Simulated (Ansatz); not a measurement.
PbF2 (fluorite, space group No. 225), plane-wave PAW r²SCAN (Ansatz code): ε∞ = 3.18, cell volume 51.91 Å³. Infrared-active transverse modes:

```json
[
 {"ω_TO (cm⁻¹)": "105.2", "oscillator strength S_xx (e²/amu)": "0.3221"}
]
```

Compute the static dielectric constant.

Each mode adds (4.921e7/V) S/ω²: 27.57. So ε0 = 30.8.

What LO frequency does the Lyddane–Sachs–Teller relation give?

ω_LO = ω_TO √(ε0/ε∞) = 327 cm⁻¹.

Space group Fm-3m (fluorite). The cell was relaxed with r²SCAN under the symmetry of its start; phonons on a q-mesh show no instability. Scalar-relativistic: spin–orbit coupling is off unless named, which matters more the heavier the elements.

Potentials: the later of the program's two PAW sets.
